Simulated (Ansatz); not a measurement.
Relaxed LiNbO₃ (LiNbO3 type, space group R3c):

```
LiNbO3
1.0
    2.59493     1.49819     4.67214
   -2.59493     1.49819     4.67214
    0.00000    -2.99637     4.67214
Li Nb O
2 2 6
Direct
  0.70264   0.70264   0.70264
  0.20264   0.20264   0.20264
  0.98381   0.98381   0.98381
  0.48381   0.48381   0.48381
  0.62624   0.87386   0.26316
  0.87386   0.26316   0.62624
  0.26316   0.62624   0.87386
  0.76316   0.37386   0.12624
  0.37386   0.12624   0.76316
  0.12624   0.76316   0.37386
```

The atoms are displaced by Q × the pattern below (from a DFPT mode at Γ, largest move 1; Q in Å), at fixed cell.

| atom | x | y | z |
|---|---|---|---|
| Li1 | 0.000 | 0.000 | 1.000 |
| Li2 | 0.000 | 0.000 | -1.000 |
| Nb3 | 0.000 | 0.000 | -0.223 |
| Nb4 | 0.000 | 0.000 | 0.223 |
| O5 | -0.109 | 0.030 | -0.073 |
| O6 | 0.080 | 0.079 | -0.073 |
| O7 | 0.029 | -0.109 | -0.073 |
| O8 | 0.080 | -0.079 | 0.073 |
| O9 | -0.109 | -0.030 | 0.073 |
| O10 | 0.029 | 0.109 | 0.073 |

Level of theory: PBE (plane waves to 420 eV, PAW, scalar-relativistic; Ansatz, a quantum-chemistry and plane-wave program). k mesh 8×8×8 (Γ-centred), Fermi-Dirac smearing 0.05 eV. E stands for the smeared free energy. LiNbO3 is run without spin polarisation. LiNbO3 was relaxed with its symmetry unable to fall. The PAW data are Ansatz's earlier set. The zero of ΔE is the undisplaced structure.

```csv
Q (Å),ΔE (meV/cell)
-0.180,62.7
-0.120,27.5
-0.060,6.8
0.000,0.0
0.060,6.8
0.120,27.5
0.180,62.7
```

Task: Which DFPT wavenumber at Γ belongs to this mode?
A) 204 cm⁻¹
B) 558 cm⁻¹
C) 433 cm⁻¹
D) 281 cm⁻¹

Result: A, 204 cm⁻¹. The curvature of the scan gives 204 cm⁻¹

(For displaced atoms, the force is minus the slope of the energy, and its curvature is a force constant, which sets phonon frequencies.)
